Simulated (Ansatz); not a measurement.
Pd (fcc, Cu type)

```
CELL_PARAMETERS angstrom
      3.90836     0.00000     0.00000
      0.00000     3.90836     0.00000
      0.00000     0.00000     3.90836
ATOMIC_POSITIONS crystal
  Pd 0.00000 0.00000 0.00000
  Pd 0.50000 0.50000 0.00000
  Pd 0.50000 0.00000 0.50000
  Pd 0.00000 0.50000 0.50000
```

In each cell atom 4 (Pd, nearest neighbour Pd at 2.764 Å; its periodic images, 3.9 Å or more away, move with it) moves by s·(0.000, 0.000, 1.000) (along Cartesian z), the rest being held.

All values below come from r2SCAN (plane waves to 500 eV, PAW, scalar-relativistic; Ansatz, a quantum-chemistry and plane-wave program). k mesh 10×10×10 (Γ-centred), Fermi-Dirac smearing 0.05 eV. The energy includes the smearing's −TS. With partly filled bands, energies and forces of such displacements shift with the k mesh and the smearing. Pd is run without spin polarisation. Pd was relaxed with its symmetry unable to fall. The zero of ΔE is the undisplaced structure. The last digit holds for this mesh only.

| s (Å) | ΔE (meV/cell) |
|---|---|
| -0.280 | 363.2 |
| -0.224 | 229.9 |
| -0.168 | 128.2 |
| -0.112 | 56.6 |
| -0.056 | 14.1 |
| 0.000 | 0.0 |
| 0.056 | 14.1 |
| 0.112 | 56.6 |
| 0.168 | 128.2 |
| 0.224 | 229.9 |
| 0.280 | 363.2 |

Problem. What force constant k = d²E/ds² at s = 0 does the table give?

Solution. 9.0 eV/Å². It is the second difference of the nearest points, corrected with the next pair.

Problem. With k = 8.99 eV/Å² from the forces, is the well harmonic out to s = 0.280 Å?

Solution. ½ks² = 352 meV/cell against the computed 363 meV/cell, so the well is close to harmonic there.

(For displaced atoms, the force is minus the slope of the energy, and its curvature is a force constant, which sets phonon frequencies.)
